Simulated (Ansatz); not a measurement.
## CuS: do energies and stresses tell the same story?

All numbers below come from DFT r2SCAN, scalar-relativistic, plane waves, PAW (Ansatz).

Plane waves to 500 eV, a k mesh through Γ of 14×14×14 on the computed 2-atom cell and Gaussian smearing (0.10 eV); no spin polarisation.

Relaxed cell: Fm-3m, a = 4.858 Å, b = 4.858 Å, c = 4.858 Å, α = 90.00°, β = 90.00°, γ = 90.00°, 2 atoms in the primitive cell. Whether it is the stable form of this composition wasn't checked.

Energies at zero smearing and pressures from the stress tensor, at volumes with shape and atoms relaxed:
```
V (Å³/atom) E − E(first) (meV/atom) P (GPa)
     13.474                     0.00     8.25
     13.904                   -15.89     3.78
     14.334                   -20.76     0.01
     14.764                   -16.32    -3.18
     15.194                    -4.02    -5.87
```

Question: Check P = −dE/dV between neighbouring volumes, and get the bulk modulus from the pressures alone.

Answer: With 1 eV/Å³ = 160.2 GPa:
| middle V (Å³/atom) | −ΔE/ΔV (GPa) | mean P (GPa) |
| --- | --- | --- |
| 13.689 | 5.919 | 6.014 |
| 14.119 | 1.815 | 1.896 |
| 14.549 | -1.652 | -1.583 |
| 14.979 | -4.584 | -4.523 |

The two differ by 0.10 GPa at most. The mean of two end pressures misses the average over a step by about ΔV² P″/12, up to 0.06 GPa here; with that taken off 0.03 GPa remains. The stress is the derivative of the free energy, not of the energy at zero smearing, and with free energies 0.00 GPa remains. Around V = 14.334 Å³/atom, the two neighbours give B = −V ΔP/ΔV = 14.334 × 6.96 / 0.860 = 116.0 GPa, against B0 = 115.4 GPa from the Birch–Murnaghan fit of the energies.

Spin polarisation was left out, and a magnetic state may lie lower.

A ferromagnetic start lost its moments in a first run, so spin was left out; other magnetic orders weren't tried.